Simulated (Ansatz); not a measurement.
GaRu₃C (anti-perovskite, Pm-3m) at seven volumes, r²SCAN in the plane-wave PAW code Ansatz, scaled uniformly. One row is withheld.

| V (Å³/atom) | P (GPa) |
|---|---|
| 11.610 | 31.41 |
| 11.992 | 19.12 |
| 12.375 | 8.74 |
| 12.758 | -0.01 |
| 13.141 | -7.40 |
| 13.523 | -13.62 |
| 13.906 | ? |

Problem. Fit the shown pressures and predict the withheld one.

Solution. Third-order Birch–Murnaghan: P = (3/2)B₀(x^(7/2) − x^(5/2))[1 + (3/4)(B′ − 4)(x − 1)] with x = (V₀/V)^(2/3). Least squares on the six rows gives V₀ = 12.757 Å³/atom, B₀ = 267.5 GPa, B′ = 4.65. At V = 13.906, x = 0.9441 and P = -18.89 GPa. The run itself gave -18.86 GPa.

The start of the workflow was typed in or built on a structure type; neither database checked (COD, Materials Project) lists it. Whether it is the stable phase at ambient conditions was not checked. The cell was relaxed with r²SCAN under the symmetry of its start; whether a distortion lowers the energy is not shown. No spin polarisation was allowed.

Potentials: the later of the program's two PAW sets.
